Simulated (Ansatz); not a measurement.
CaSe:
Space group Fm-3m (No. 225); a = b = c = 5.868 Å, α = β = γ = 90.00°

```tsv
atom	site	symmetry	x	y	z
Ca	4a	m-3m	0.0000	0.0000	0.0000
Se	4b	m-3m	0.5000	0.5000	0.5000
```
(The calculation used a cell of 2 atoms; values per cell refer to that cell.)

Relaxed with PBEsol.

### Question
Give the optical modes at the zone centre with their infrared activity from DFPT, DFT-PBEsol in the program Ansatz with PAW potentials.

### Answer
Transverse frequencies, without the LO–TO term; a row sums one degenerate level.

```json
[
 {"ω (cm⁻¹)": "182", "degeneracy": "3", "IR ((D/Å)²/amu)": "14.42", "activity": "IR", "symmetry": "T1u"}
]
```

### Question
How high does the top mode go among those that the LO–TO term moves?

### Answer
260 cm⁻¹ for q along x.

Symmetry was held in the PBEsol relaxation; of distortions, only those at the zone centre were tested.

Potentials: the later of the program's two PAW sets.
